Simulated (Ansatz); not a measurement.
SnP$_{2}$O$_{7}$:
```
SnP2O7
1.0
   -5.11797     0.00000     0.00000
   -0.17545    -3.05294    -7.83679
   -0.14279    -6.75905     0.00000
Sn P O
2 4 14
Direct
  0.75812   0.26901   0.78994
  0.24188   0.73099   0.21006
  0.75279   0.83635   0.88368
  0.24721   0.16365   0.11632
  0.72290   0.68745   0.54862
  0.27710   0.31255   0.45138
  0.82262   0.52218   0.71368
  0.17738   0.47782   0.28632
  0.96453   0.21638   0.05953
  0.03547   0.78362   0.94047
  0.90410   0.75992   0.35834
  0.09590   0.24008   0.64166
  0.71441   0.82738   0.65533
  0.28559   0.17262   0.34467
  0.69113   0.01960   0.85127
  0.30887   0.98040   0.14873
  0.56257   0.71351   0.03713
  0.43743   0.28649   0.96287
  0.55621   0.32513   0.51599
  0.44379   0.67487   0.48401
```

Relaxed with r²SCAN. Special points in fractions of this cell's reciprocal vectors: Γ (0.000, 0.000, 0.000); X (0.500, 0.000, 0.000); Y (0.000, 0.500, 0.000); Z (0.000, 0.000, 0.500); R (0.500, 0.500, 0.500); T (0.000, 0.500, 0.500); U (0.500, 0.000, 0.500); V (0.500, 0.500, 0.000).

Problem. List the band energies nearest the valence-band maximum at these points for r²SCAN in the plane-wave PAW code Ansatz.

Solution. In eV from the valence-band maximum; about four levels below and three above (degenerate sets whole), none deeper than 8.9 eV; points with the same levels are listed once.

| k | below | above |
|---|---|---|
| Γ | -0.34 -0.30 -0.15 -0.13 | 5.08 5.95 8.66 |
| X | -0.44 -0.39 -0.26 -0.12 | 6.17 6.19 8.92 |
| Y | -0.31 -0.26 -0.19 -0.19 | 5.64 5.71 8.52 |
| Z | -0.28 -0.24 -0.13 0.00 | 5.83 6.02 8.35 |
| R | -0.46 -0.45 -0.27 -0.14 -0.09 | 6.08 6.22 9.35 |
| T | -0.26 -0.19 -0.09 -0.02 | 5.83 6.17 8.20 |
| U | -0.40 -0.27 -0.09 -0.04 | 6.04 6.07 9.56 |
| V | -0.40 -0.40 -0.09 -0.07 | 6.23 6.38 8.64 |

Space group P-1. The first step of the workflow began from a Materials Project structure, measured or hypothetical; the Crystallography Open Database copy checked does not list it. COD files the formula under space group No. 205. Entries of such low symmetry are often ordered models of mixed-site phases. Its standing as an ambient phase is unchecked. The cell was relaxed with r²SCAN under the symmetry of its start; whether a distortion lowers the energy is not shown. Spin–orbit coupling is left out wherever it is not named.

Potentials: the later of the program's two PAW sets.
